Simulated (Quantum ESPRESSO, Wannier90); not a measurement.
**Wannier functions of LiHF2 (R-3m)**

```
begin unit_cell_cart
ang
   -1.4669848801    2.5408923462    0.0000000000
   -2.9339697601    0.0000000000    0.0000000000
   -1.4669848801    0.8469641154    4.3666900000
end unit_cell_cart
begin atoms_frac
Li   0.0000000000  0.0000000000  0.0000000000
H    0.5000000000  0.5000000000  0.5000000000
F   -0.4133070000 -0.4133070000  0.2399210000
F    0.4133070000  0.4133070000 -0.2399210000
end atoms_frac
```

Cell from Materials Project (mp-24199), symmetrised, no further relaxation. Not found in the COD (Crystallography Open Database) copy used; not checked further. Method: LDA plane waves in Quantum ESPRESSO 7.5 (PseudoDojo norm-conserving files, 68 Ry, no spin polarisation, no spin-orbit coupling), Bloch states on a 10×10×10 mesh through Γ, Wannier90 4.0.1. Density: 12×12×12 mesh, cold smearing 0.01 Ry.

A tight-binding model is made by disentanglement and projection with no localisation steps (num_iter = 0), so the 13 orbitals stay atom-like: hydrogen-like Li: s;p; H: s; F: s;p, axes along x, y, z; frozen window up to 9.60 eV relative to the valence-band maximum. It follows pw.x to 4.4 meV rms for states up to 9.1 eV relative to the valence-band maximum. Matrix elements depend on this choice of orbitals and windows.

The 20 largest hoppings ⟨m,0|H|n,R⟩ between different sites (one of each Hermitian pair; signs follow the real orbitals' lobes; the list may end inside a set of equal values):

```csv
m,n,R,distance of the centres (Å),t (eV)
H2 s,F4 s,0 0 1,1.13,-5.418
H2 s,F3 s,1 1 0,1.13,-5.418
H2 s,F4 pz,0 0 1,1.16,5.098
H2 s,F3 pz,1 1 0,1.16,-5.098
F4 s,Li1 py,1 0 0,1.99,1.236
Li1 py,F3 s,1 0 0,1.99,-1.236
Li1 py,F3 py,1 0 0,2.01,1.166
F4 py,Li1 py,1 0 0,2.01,1.166
Li1 px,Li1 px,0 1 0,2.93,1.098
Li1 px,F3 s,0 1 0,1.99,1.070
F3 s,Li1 px,0 0 0,1.99,-1.070
F4 s,Li1 px,0 1 0,1.99,-1.070
F4 s,Li1 px,0 0 0,1.99,1.070
Li1 py,F3 pz,1 0 0,1.98,1.056
F4 pz,Li1 py,1 0 0,1.98,1.055
Li1 pz,F3 py,1 0 0,2.01,0.961
F4 py,Li1 pz,1 0 0,2.01,0.961
F4 pz,Li1 px,0 1 0,1.98,-0.914
F3 pz,Li1 px,0 0 0,1.98,0.914
F4 pz,Li1 px,0 0 0,1.98,0.914
```
